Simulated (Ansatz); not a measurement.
Question: Name crystals whose computed values (DFT-PBEsol in the program Ansatz with PAW potentials) fall in these windows: gap (eV) 3.6 to 4.4; G_Hill (GPa) 12 to 15.

Answer: 

| crystal | gap (eV) | G_Hill (GPa) |
|---|---|---|
| BaCSNCl, P2_1/m (Pearson symbol mP10) | 3.90 | 13.6 |
Others may fit too.

Standing as an ambient phase not checked: BaCSNCl, P2_1/m (Pearson symbol mP10). The cell was relaxed under the symmetry of its start. Spin–orbit coupling is left out wherever it is not named.

Potentials: the later of the program's two PAW sets.
